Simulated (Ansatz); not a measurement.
## Notes on YCuP2

```yaml
crystal:
  lattice:
    - [2.63985, 2.66834, 0.00000]
    - [2.63985, -2.66834, 0.00000]
    - [0.00000, 0.00000, -9.67486]
  atoms:
    - { symbol: P, position: [0.25000, 0.25000, 0.00000] }
    - { symbol: P, position: [0.75000, 0.75000, 0.00000] }
    - { symbol: Cu, position: [0.25000, 0.25000, 0.50000] }
    - { symbol: Cu, position: [0.75000, 0.75000, 0.50000] }
    - { symbol: Y, position: [0.25000, 0.75000, 0.76584] }
    - { symbol: Y, position: [0.75000, 0.25000, 0.23416] }
    - { symbol: P, position: [0.25000, 0.75000, 0.34140] }
    - { symbol: P, position: [0.75000, 0.25000, 0.65860] }
```

Level: r2SCAN, no spin polarisation; 500 eV; 9×9×4 Γ-centred mesh; gaussian occupations (width 0.0757 eV); Ansatz 0.2.0, fixed geometry.

**Question.** What does the stress say?

**Answer.** The pressure is -1.6 GPa (compression positive), so with the atoms held at these fractions the cell would first shrink. The principal stresses -3.2, -1.5, -0.2 GPa differ, so its shape would change too.

**Question.** Metal or insulator?

**Answer.** It is a metal, with about 1.4 states/eV a cell as the mean within 0.25 eV of the Fermi level, mostly P p (58 %), Y d (18 %) and Cu d (17 %).

**Question.** Where is the largest force?

**Answer.** The largest is on P7 (and as large on other atoms): 0.63 eV/Å, components (0.00, 0.00, -0.63). It makes 51° with the line to a nearest neighbour, Cu3 at 2.42 Å.

**Question.** How is the charge shared?

**Answer.** Bader charges in e: Y +1.78, Cu +0.17, P -1.27 to -0.68. In the mean Y gives up most and P takes most.

Origin: a database entry at a rescaled volume.
